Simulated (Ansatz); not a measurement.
**Calculated ⁴⁷Ti nuclear quadrupole resonance for TaTiAlO6**

Cell: a Materials Project structure (computed, not necessarily an observed phase).

Space group P4_2nm (No. 102); a = 4.6268, c = 8.9343 Å.

| site | Wyckoff | site symmetry | x | y | z |
| --- | --- | --- | --- | --- | --- |
| Ti | 2a | 2.mm | 0.5000 | 0.5000 | 0.4981 |
| Ta | 2a | 2.mm | 0.5000 | 0.5000 | 0.8333 |
| Al | 2a | 2.mm | 0.5000 | 0.5000 | 0.1673 |
| O7 | 4c | ..m | 0.2006 | 0.7994 | 0.1661 |
| O8 | 4c | ..m | 0.1951 | 0.8049 | 0.5047 |
| O9 | 4c | ..m | 0.1915 | 0.8085 | 0.8298 |

One atom of each set is listed.

Computed with Ansatz: DFT, PBE, plane waves and PAW, scalar-relativistic, 420 eV cutoff, Γ-centred 5×5×3 k-points, Fermi–Dirac smearing 0.02 eV.

⁴⁷Ti: I = 5/2, Q = 302.0 mb (year-2017 value). Static lattice, zero field.

**Question.** Predict the zero-field ⁴⁷Ti lines of each site.

**Answer.** For I = 5/2 and η = 0 the lines are 3|C_Q|/20 and twice that; η pulls their ratio below 2. At large η the states mix, and weaker lines appear at sums of the main ones; lines under 5 % of the strongest are left out.

| site | atoms | V_zz (10²¹ V/m²) | C_Q (MHz) | η | line frequencies (MHz) |
| --- | --- | --- | --- | --- | --- |
| Ti | 2 | -1.86 | -13.6 | 0.74 | 3.00, 3.75, 6.75 |

**Question.** And for Ti-49 (I = 7/2, Q = 247.0 mb) on Ti?

**Answer.** C_Q scales with Q to -11.1 MHz, with lines at 1.44, 1.70, 2.24, 3.14 MHz.
